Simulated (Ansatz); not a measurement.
The start is a relaxed ZrGe cell, doubled along one cell vector, shaken by Gaussian noise of σ = 0.08 Å a coordinate. The cell and all atomic positions are relaxed at zero pressure with r2SCAN (plane waves to 500 eV, PAW, scalar-relativistic; Ansatz, a program for electronic structure). The first steps use a coarse 7×7×2 k-mesh.

Initial structure:
```yaml
crystal:
  lattice:
    - [3.82484, 0.00000, 0.00000]
    - [-1.91242, 3.31241, 0.00000]
    - [0.00000, 0.00000, 13.56360]
  atoms:
    - { symbol: Zr, position: [0.00453, 0.01317, 0.99789] }
    - { symbol: Zr, position: [0.01788, 0.98902, 0.49862] }
    - { symbol: Zr, position: [0.97800, 0.98910, 0.25284] }
    - { symbol: Zr, position: [0.99690, 0.97961, 0.75715] }
    - { symbol: Ge, position: [0.34950, 0.66980, 0.11810] }
    - { symbol: Ge, position: [0.34584, 0.67401, 0.61644] }
    - { symbol: Ge, position: [0.67501, 0.35112, 0.38263] }
    - { symbol: Ge, position: [0.69160, 0.30765, 0.87310] }
```

| Item | Value |
|---|---|
| Energy released | 0.06 eV/atom |
| Shortest distances (start → end) | The closest pairs of elements (up to four, under 3.6 Å), start → end: Ge–Zr 2.62 → 2.78 Å; Zr–Zr 3.27 → 3.39 Å |
| Band gap at the end | zero (metallic) |
| Optimiser moves | 7 |

It ends as:

```cif
data_Ge2Zr2
_chemical_formula_sum 'Zr2 Ge2'
_space_group_name_H-M_alt 'P63/mmc'
_space_group_IT_number 194
_space_group_name_Hall '-P 6c 2c'
_cell_length_a 3.82479
_cell_length_b 3.82479
_cell_length_c 6.78166
_cell_angle_alpha 90.000
_cell_angle_beta 90.000
_cell_angle_gamma 120.000
loop_
_atom_site_label
_atom_site_type_symbol
_atom_site_symmetry_multiplicity
_atom_site_Wyckoff_symbol
_atom_site_fract_x
_atom_site_fract_y
_atom_site_fract_z
_atom_site_occupancy
Zr1 Zr 2 a 0.00000 0.00000 0.00000 1
Ge1 Ge 2 c 0.33333 0.66667 0.25000 1
```

Final values are on a 14×14×7 k-mesh of the relaxed cell. No spin polarisation in the result.

The relaxed structure here is a generated cell of ZrGe: the first start was made by placing the elements on the sites of a structure type, and the end was not matched to a known phase here, so it may be hypothetical.
